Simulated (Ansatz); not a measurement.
One crystal and one scan (scan of one atom of the cell) at two levels, PBE (plane waves to 420 eV, PAW, scalar-relativistic; Ansatz, a first-principles code) and PBEsol (plane waves to 420 eV, PAW, scalar-relativistic; Ansatz), each from its own relaxed cell and on its own mesh. The cell shown is that of PBE.

HgTe (zinc blende)

```
CELL_PARAMETERS angstrom
      0.00000     3.32533     3.32533
      3.32533     0.00000     3.32533
      3.32533     3.32533     0.00000
ATOMIC_POSITIONS crystal
  Te 0.75000 0.75000 0.75000
  Hg 0.00000 0.00000 0.00000
```

In this cell atom 1 (Te, nearest neighbour Hg at 2.880 Å; its periodic images, 4.7 Å or more away, move with it) is moved by s along Cartesian [110], unit vector (0.707, 0.707, 0.000); all other atoms and the cell stay fixed.

Energies are smeared free energies. HgTe was relaxed with its symmetry unable to fall. Spin-orbit coupling is left out, though Hg and Te are heavy. With partly filled bands, energies and forces of such displacements shift with the k mesh and the smearing. Percentages come from the unrounded values.

Results of PBE:

| Property | Value |
|---|---|
| Lattice constant a (Å) | 6.651 |
| Force constant k = d²E/ds² at s = 0 (finite differences) (eV/Å²) | 2.69 |
| Shape of the curve | a single well with its minimum at or next to zero displacement |

Problem. What does PBEsol give for the same quantities?

Solution. 
```tsv
quantity	PBEsol	PBE − PBEsol
Lattice constant a (Å)	6.510	+0.141 (+2.2 %)
Force constant k = d²E/ds² at s = 0 (finite differences) (eV/Å²)	3.42	-0.73 (-21 %)
```

PBE gives the higher value for: lattice constant a. PBE gives the lower value for: force constant k = d²E/ds² at s = 0. (PBE) At this level the bands of HgTe touch or barely overlap. (PBEsol) At this level the bands of HgTe touch or barely overlap. Both give the same shape of the curve: a single well with its minimum at or next to zero displacement.

(A displaced cell: forces are minus the slopes of the energy, force constants its curvatures, and phonons follow from these.)
